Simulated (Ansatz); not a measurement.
## TeAs2: how the energy converges with the cutoff

TeAs2, P1, a = 5.839 Å, b = 5.945 Å, c = 5.800 Å, α, β, γ = 105.8°, 103.7°, 119.4°. Ansatz: PBE, PAW, cutoff varied, Γ-centred 6×6×6 mesh on 6 atoms, Gaussian smearing 0.10 eV; no spin polarisation. Single points at one geometry with displaced atoms, the cutoff alone changed; ΔE is the energy at zero smearing over the run at 600 eV. The runs up to 350 eV lie under the cutoff recommended for these PAW datasets.

```tsv
cutoff (eV)	ΔE (meV/atom)
200	5638.41
250	740.90
300	61.19
350	4.00
420	?
```

**Question.** Assume ΔE falls exponentially with the cutoff, fit y = ln ΔE against x, the cutoff in eV, to the other rows, and predict the missing value.

**Answer.** y = 8.637, 6.608, 4.114, 1.386. Means x = 275.0, y = 5.1863; Σ(Δx)² = 12500, ΣΔxΔy = -606.2; the slope is their ratio. y = 18.52 − 0.04849 x, a factor of ten per 47 eV. At 420 eV this gives ΔE = 0.16 meV/atom. The run gave 0.84, a ratio of 0.19. Between neighbouring rows the decay runs from a factor of ten per 42 eV to one per 103 eV, so one exponential is only a rough guide. The fast fall gives way to a slow tail, so a fit to low cutoffs promises convergence too early.

Cost: 6 runs of about 7.5 core-minutes in all, on Intel Xeon Processor @ 2.70GHz (shared hosts).